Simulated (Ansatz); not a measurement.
ScBi:
```yaml
crystal:
  lattice:
    - [0.00000, 2.97014, 2.97014]
    - [2.97014, 0.00000, 2.97014]
    - [2.97014, 2.97014, 0.00000]
  atoms:
    - { symbol: Sc, position: [0.50000, 0.50000, 0.50000] }
    - { symbol: Bi, position: [0.00000, 0.00000, 0.00000] }
```

Relaxed with PBEsol. Special points in fractions of this cell's reciprocal vectors: Γ (0.000, 0.000, 0.000); X (0.500, 0.000, 0.500); U (0.625, 0.250, 0.625); K (0.375, 0.375, 0.750); L (0.500, 0.500, 0.500); W (0.500, 0.250, 0.750).

Problem. List the band energies nearest the Fermi level at these points for DFT-PBEsol with spin–orbit coupling in the program Ansatz with PAW potentials.

Solution. In eV from the Fermi level; about four levels below and three above (degenerate sets whole), none deeper than 8.9 eV; points with the same levels are listed once.

```json
[
 {"k": "Γ", "below": "-0.65 -0.65", "above": "0.57 0.57 0.57 0.57"},
 {"k": "X", "below": "-0.58 -0.58 -0.50 -0.50", "above": "1.48 1.48 1.89 1.89"},
 {"k": "U", "below": "-2.96 -2.96 -1.43 -1.43", "above": "0.61 0.61 1.70 1.70"},
 {"k": "L", "below": "-2.20 -2.20 -1.43 -1.43", "above": "1.51 1.51 1.53 1.53"},
 {"k": "W", "below": "-2.74 -2.74 -2.27 -2.27", "above": "1.39 1.39 1.56 1.56"}
]
```

Space group Fm-3m (rock salt). The workflow started from a Materials Project entry (that database holds measured and hypothetical structures alike); the Crystallography Open Database copy checked does not list it. With Sc and Bi taken as one species the cell has the higher symmetry Pm-3m, so it may be an ordered model of a mixed-site phase. Whether it is the stable phase at ambient conditions was not checked. The cell was relaxed with PBEsol under the symmetry of its start; of distortions, only those at the zone centre were tested. The run is not spin-polarised.

Potentials: the later of the program's two PAW sets.
